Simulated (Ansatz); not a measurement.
Input:

SiO$_{2}$ (alpha-cristobalite type, space group P4_12_12)

```cif
data_O8Si4
_chemical_formula_sum 'Si4 O8'
_space_group_name_H-M_alt 'P41212'
_space_group_IT_number 92
_space_group_name_Hall 'P 4abw 2nw'
_cell_length_a 5.08450
_cell_length_b 5.08450
_cell_length_c 7.10033
_cell_angle_alpha 90.000
_cell_angle_beta 90.000
_cell_angle_gamma 90.000
loop_
_atom_site_label
_atom_site_type_symbol
_atom_site_symmetry_multiplicity
_atom_site_Wyckoff_symbol
_atom_site_fract_x
_atom_site_fract_y
_atom_site_fract_z
_atom_site_occupancy
Si1 Si 4 a 0.29379 0.29379 0.00000 1
O1 O 8 b 0.24121 0.09332 0.17417 1
```

The volume is varied about the relaxed value V₀ at fixed cell shape. The atoms relax within the cell's symmetry.

Level of theory: PBE (plane waves to 420 eV, PAW, scalar-relativistic; Ansatz, a first-principles code). k mesh 5×5×4 (Γ-centred), Fermi-Dirac smearing 0.05 eV. E stands for the smeared free energy. Stress and pressure are positive under compression. With the shape held, the modulus is that of even scaling; a crystal free to change shape is softer. SiO2 was relaxed with its symmetry unable to fall. ΔE is measured from the relaxed starting cell.

The scan covers V/V₀ from 0.840 to 1.160 in 13 points.

What is the fitted pressure derivative B₀′?

2.3.

What bulk modulus at fixed cell shape B₀ follows from a third-order Birch-Murnaghan fit?

17.3 GPa.

(A scan under strain: stresses follow from slopes of the energy per volume, elastic moduli from its curvatures.)
